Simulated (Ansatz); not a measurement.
## Magnetic states of MnSb

```
Mn Sb
1.0
     4.15000    0.00000    0.00000
    -2.07500    3.59401    0.00000
     0.00000    0.00000    5.78000
Mn Sb
2 2
Direct
  0.00000 0.00000 0.00000
  0.00000 0.00000 0.50000
  0.33333 0.66667 0.25000
  0.66667 0.33333 0.75000
```

Method: PBE in Ansatz 0.2.0, PAW datasets, plane waves to 420 eV, 9×9×6 Γ-centred mesh, fermi-dirac occupations of width 0.050 eV. The atoms are fixed and numbered as listed; spin is collinear, without spin-orbit coupling.

Different starts of the self-consistent cycle ended in different solutions. Their moments in μB:

| state | Mn1 | Mn2 | other atoms together | size of the net moment a cell |
| --- | --- | --- | --- | --- |
| A | 3.42 | 3.42 | -0.26 | 6.65 |
| B | 3.37 | -3.37 | 0.00 | 0.00 |
| C | 0.00 | 0.00 | 0.00 | 0.00 |

Site moments are taken in small spheres that don't touch (radius about 0.4 of the atom's shortest bond), so those of the magnetic atoms read low, and they needn't add up to the net moment. State C was run without spin polarisation.

Problem. Rank the states by energy at zero smearing.

Solution. State A (parallel moments) is lowest; B (antiparallel, compensated) lies 57 meV above it, C (without moments) lies 510 meV above it, all counted an atom of the cell.

Problem. What does magnetism gain here?

Solution. 510 meV an atom of the cell, or 1019 meV for each Mn atom, against state C, which has none. In a metal like this the level decides whether moments form at all, so this is no ordering energy.

The cell is that of a Crystallography Open Database entry, unchanged.

Caveats: only orders that fit this cell and collinear spins were tried, so the true order may need a larger cell or canted moments; atoms and cell are not relaxed, and each state would relax in its own way; the k mesh is coarse, so differences of a few meV are uncertain where a state is a metal; one start a pattern, so a lower state of the same pattern may exist.
